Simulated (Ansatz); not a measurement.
Optical anisotropy in uniaxial crystals

A wave plate or polarising prism needs a large difference between the ordinary and extraordinary index, and a gap wide enough to pass the light.

The yardstick is α-quartz SiO2. Wavelength 1550 nm, with the indices taken from ε∞; only gaps 0.6 eV or more above the photon energy were drawn.

### Data

Methods, by column (Ansatz, a plane-wave PAW program): ε∞ across c, ε∞ along c: r²SCAN, linear response; gap: HSE06, on its own or a semilocal cell. The HSE06 gaps are on its own cell throughout.

Definitions used: n_o = √(ε∞ across c); n_e = √(ε∞ along c); Δn = n_e − n_o; zero-order plate = λ/(4|Δn|).

| crystal | ε∞ across c | ε∞ along c | E_g (eV) | n_o | n_e | Δn | quarter-wave plate (μm) |
|---|---|---|---|---|---|---|---|
| TiO2 (anatase) | 6.160 | 5.722 | 3.71 | 2.4819 | 2.3921 | −0.0898 | 4.3 |
| La2O3 (P-3m1) | 4.489 | 4.372 | 5.28 | 2.1187 | 2.0909 | −0.0278 | 14 |
| 4H-ZnS | 5.391 | 5.448 | 3.32 | 2.3219 | 2.3341 | 0.0122 | 32 |
| HfSiO4 (I4₁/amd) | 3.638 | 3.843 | 7.24 | 1.9074 | 1.9604 | 0.0530 | 7.3 |
| α-quartz SiO2, reference | 2.374 | 2.402 | 7.69 | 1.5408 | 1.5498 | 0.0090 | 43 |

Runs started from generated or typed cells of the structure named: TiO2; La2O3. Spin–orbit coupling is left out unless named; it moves the gap of La2O3, HfSiO4 by under 0.05 eV.

### Worked example

Worked for 4H-ZnS:

n_o = √5.391 = 2.3219; n_e = √5.448 = 2.3341; Δn = 2.3341 − 2.3219 = 0.0122; plate thickness: 1550 nm/(4 × |0.0122|) = 32 μm.

### Result

In order of plate thickness, thinnest first: TiO2 (4.3 ± 0.54), HfSiO4 (7.3 ± 1.1), La2O3 (14 ± 3.9) ≈ 4H-ZnS (32 ± 21) ≈ α-quartz SiO2 (43 ± 26). The ± follows from allowances picked for this note (ε∞ across c 0.5 %, ε∞ along c 0.5 %, 8 % for the model), carried to first order and added in quadrature; ≈ joins neighbours closer than their two ± added in quadrature. 3 of the 4 others clearly beat the reference on this figure.

Positive uniaxial (n_e over n_o): 4H-ZnS, HfSiO4, α-quartz SiO2. Negative: TiO2, La2O3.

### Caveats

ε∞ is the long-wavelength electronic value; dispersion raises indices towards the gap. A plate needs the c axis in its plane, while layered crystals cleave across c. Where several phases of a formula are at hand, those over 0.1 eV/atom above the lowest were not drawn (by r²SCAN where it compared them, else by the largest value; a layered or molecular lowest phase counts only with a dispersion term); other phases could lie lower still. Crystals of Pb, Bi, Tl or Hg, those whose gap spin–orbit coupling moves by over 0.3 eV, and those of Te, I or Sb with no such test at hand were not drawn. Rows are perfect crystals in the structures named, stable or not; films, defects and interfaces will differ. Rows were sampled with a lean to familiar crystals, related or not, whatever their agreement with measurement; tables with many equal figures were not kept. Limits of the draw: |Δn| over 0.006; no unfamiliar magnets, and cubic perovskites only if shown or known to be stable. As a rule kept out of such tables: 4f compounds, open-shell compounds run without a Hubbard term, cells found unstable in the tests at hand, cells close to a higher symmetry, and runs set to a pressure or over 12 % in volume from the crystal's fullest run.
